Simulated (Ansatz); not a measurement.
Relaxed-ion elastic tensor of ZnAg (L1₀ or tetragonal B2, space group No. 123) in GPa (Voigt order), r²SCAN (plane waves, PAW; program Ansatz); density 9.28 g/cm³, 15.50 Å³ per atom.

```json
[
 {"": "1", "1": "125", "2": "94.8", "3": "106", "4": "0.0", "5": "0.0", "6": "0.0"},
 {"": "2", "1": "94.8", "2": "125", "3": "106", "4": "0.0", "5": "0.0", "6": "0.0"},
 {"": "3", "1": "106", "2": "106", "3": "106", "4": "0.0", "5": "0.0", "6": "0.0"},
 {"": "4", "1": "0.0", "2": "0.0", "3": "0.0", "4": "64.7", "5": "0.0", "6": "0.0"},
 {"": "5", "1": "0.0", "2": "0.0", "3": "0.0", "4": "0.0", "5": "64.7", "6": "0.0"},
 {"": "6", "1": "0.0", "2": "0.0", "3": "0.0", "4": "0.0", "5": "0.0", "6": "51.4"}
]
```

Q: Is the crystal mechanically stable?

A: Yes: the smallest eigenvalue of C is 2.8 GPa.

Q: Work out the Voigt and Reuss bounds. Is their mean of use?

A: K_V = 108, K_R = 106; G_V = 39.5, G_R = 6.0 GPa. The bounds lie so far apart that a Hill average or a Debye temperature from it would say little.

Space group P4/mmm (L1₀ or tetragonal B2). The workflow started from a Materials Project entry (that database holds measured and hypothetical structures alike); the Crystallography Open Database copy checked does not list it. COD files the formula under space group No. 221. Its standing as an ambient phase is unchecked. The cell keeps a stress of up to 0.2 GPa. The r²SCAN relaxation kept the symmetry of its start; whether a distortion lowers the energy is not shown. The run is not spin-polarised. As this level gives no gap, shear constants depend on the k-mesh and smearing (Fermi–Dirac, 0.1 eV here).

Potentials: the later of the program's two PAW sets.
